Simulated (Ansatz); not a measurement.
MoPt (L1₀ or tetragonal B2, P4/mmm) at seven volumes, the program Ansatz at the r²SCAN level (PAW), shape and atoms relaxed at each. One row is withheld.

```json
[
 {"V (Å³/atom)": "13.791", "P (GPa)": "34.46"},
 {"V (Å³/atom)": "14.246", "P (GPa)": "20.94"},
 {"V (Å³/atom)": "14.701", "P (GPa)": "9.57"},
 {"V (Å³/atom)": "15.155", "P (GPa)": "0.01"},
 {"V (Å³/atom)": "15.610", "P (GPa)": "-8.03"},
 {"V (Å³/atom)": "16.065", "P (GPa)": "?"},
 {"V (Å³/atom)": "16.519", "P (GPa)": "-20.43"}
]
```

Question: Fit the shown pressures and predict the withheld one.

Answer: Third-order Birch–Murnaghan: P = (3/2)B₀(x^(7/2) − x^(5/2))[1 + (3/4)(B′ − 4)(x − 1)] with x = (V₀/V)^(2/3). Least squares on the six rows gives V₀ = 15.156 Å³/atom, B₀ = 291.4 GPa, B′ = 4.77. At V = 16.065, x = 0.9619 and P = -14.78 GPa. The run itself gave -14.78 GPa.

The start of the workflow was typed in or built on a structure type; neither database checked (COD, Materials Project) lists it. Its standing as an ambient phase is unchecked. The cell was relaxed with r²SCAN under the symmetry of its start; its stability against distortions is not shown here. The run is not spin-polarised. Scalar-relativistic: spin–orbit coupling is off unless named, which matters more the heavier the elements.

Potentials: the later of the program's two PAW sets.
